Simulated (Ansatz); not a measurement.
Values for one crystal, relaxed and computed with plane-wave PAW PBEsol (Ansatz code); other levels are named.

```yaml
volume_per_atom: 14.42 Å³
electronic_character: metallic (no gap)
Bulk modulus (Birch–Murnaghan fit): 202 GPa
Pressure derivative B′: 4.7
Elastic constants (relaxed ions, GPa): C11 = 316, C12 = 145, C44 = 76.9
Density of states at the Fermi level: 0.11 states/eV per atom (mean over ±0.08 eV)
debye_temperature_from_the_elastic_constants: 343 K
```

**Question.** Pick the material that matches.
(A) AlPt, P2_13 (Al on 4a, Pt on 4a)
(B) Sn2Pt, fluorite or antifluorite type
(C) YPt3, Cu3Au type
(D) TiAl3, Pmm2 (Ti on 1b, Al on 1d, Al on 1c, Al on 1a)

**Answer.** A, AlPt, P2_13 (Al on 4a, Pt on 4a)

The first step of the workflow began from a Materials Project structure, measured or hypothetical; the Crystallography Open Database copy checked does not list it. With Al and Pt taken as one species the cell has the higher symmetry Pa-3, so it may be an ordered model of a mixed-site phase. Whether it is the stable phase at ambient conditions was not checked. The PBEsol relaxation kept the symmetry of its start; whether a distortion lowers the energy is not shown. No spin polarisation was allowed. As this level gives no gap, shear constants depend on the k-mesh and smearing (Fermi–Dirac, 0.1 eV here). Scalar-relativistic: spin–orbit coupling is off unless named, which matters more the heavier the elements.

Potentials: the later of the program's two PAW sets.
